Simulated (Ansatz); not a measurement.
RbVF3: energy against total moment

Level of theory: DFT PBEsol, scalar-relativistic, plane waves, PAW (Ansatz 0.2.0).

```cif
data_structure
_symmetry_space_group_name_H-M 'P 1'
_symmetry_Int_Tables_number 1
_cell_length_a 4.1820
_cell_length_b 4.1820
_cell_length_c 4.1820
_cell_angle_alpha 90.000
_cell_angle_beta 90.000
_cell_angle_gamma 90.000
_cell_volume 73.14
loop_
_atom_site_label
_atom_site_type_symbol
_atom_site_fract_x
_atom_site_fract_y
_atom_site_fract_z
_atom_site_occupancy
Rb1 Rb 0.00000 0.00000 0.00000 1
V1 V 0.50000 0.50000 0.50000 1
F1 F 0.50000 0.50000 0.00000 1
F2 F 0.00000 0.50000 0.50000 1
F3 F 0.50000 0.00000 0.50000 1
```

```json
{
 "plane-wave cutoff": "420 eV",
 "Γ-centred k-mesh": "8×8×8",
 "occupation rule": "Gaussian smearing, 0.02 eV"
}
```

The total moment of the cell is held at each value, at fixed atoms.

Site moments are spin moments in atom-centred spheres that scale with the neighbour distance.

```tsv
held moment (μB/cell)	E above lowest (meV/atom)	P (GPa)	site moments (μB)
0.00	?	?	?
0.38	281.9	-5.4	V +0.29
0.75	?	?	?
1.12	240.9	-5.1	V +0.84
1.50	208.6	-4.7	V +1.13
1.88	165.2	-4.2	V +1.41
2.25	116.1	-3.6	V +1.68
2.62	?	?	?
3.00	0.0	-1.6	V +2.22
```

Task: Fill in the withheld rows.

Result: The withheld rows:

```csv
held moment (μB/cell),E above lowest (meV/atom),P (GPa),site moments (μB)
0.00,288.0,-5.5,none over 0.05
0.75,265.4,-5.3,V +0.57
2.62,61.9,-2.7,V +1.95
```

Symmetry holds off the tilts and polar distortions that many cubic perovskites undergo.

Cost: 9 runs of about 1.6 core-minutes in all, on Arm Neoverse V1 (shared hosts).